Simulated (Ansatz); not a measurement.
TiAl in space group P-6m2 (No. 187; Ti on 1a, Al on 1d) at seven volumes, r²SCAN (plane waves, PAW; program Ansatz), shape and atoms relaxed at each. One row is withheld.

```tsv
V (Å³/atom)	P (GPa)
15.033	12.52
15.529	7.76
16.024	3.61
16.520	0.00
17.015	-3.15
17.511	-5.89
18.007	?
```

Problem. Fit the shown pressures and predict the withheld one.

Solution. P = (3/2)B₀(x^(7/2) − x^(5/2))[1 + (3/4)(B′ − 4)(x − 1)] with x = (V₀/V)^(2/3). Least squares on the six rows gives V₀ = 16.520 Å³/atom, B₀ = 112 GPa, B′ = 3.57. At V = 18.007, x = 0.9442 and P = -8.27 GPa. The run itself gave -8.26 GPa.

The workflow started from a Materials Project entry (that database holds measured and hypothetical structures alike); the Crystallography Open Database copy checked does not list it. With Ti and Al taken as one species the cell has the higher symmetry P6_3/mmc, so it may be an ordered model of a mixed-site phase. It is not the phase usual at ambient conditions (space group No. 123). The cell was relaxed with r²SCAN under the symmetry of its start; of distortions, only those at the zone centre were tested. The run is not spin-polarised.

Potentials: the later of the program's two PAW sets.
